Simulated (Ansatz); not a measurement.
Fe (bcc (W type), Im-3m) under volume change, PBEsol in the plane-wave PAW code Ansatz, scaled uniformly.

```csv
V (Å³/atom),E − E(relaxed) (meV/atom),P (GPa)
9.837,[?],[?]
10.161,32.2,16.79
10.485,7.6,7.76
10.810,0.0,0.00
11.134,[?],[?]
11.458,23.8,-10.89
11.783,50.4,-15.32
```

Some entries are withheld; supply them.


- 11.134, E − E(relaxed) (meV/atom): 6.5
- 11.134, P (GPa): -6.11
- 9.837, E − E(relaxed) (meV/atom): 76.6
- 9.837, P (GPa): 27.37

What does a third-order Birch–Murnaghan fit give for V₀, B₀ and B′?

V₀ = 10.82 Å³/atom, B₀ = 224 GPa, B′ = 5.3.

The cell was relaxed with PBEsol under the symmetry of its start. The final state is ferromagnetic, chosen from 3 collinear starts compared on coarse meshes (ties went to the first, and starts can fall back to one state), not a proven ground state. Textbook magnetic order: ferromagnetic.

Potentials: the later of the program's two PAW sets.
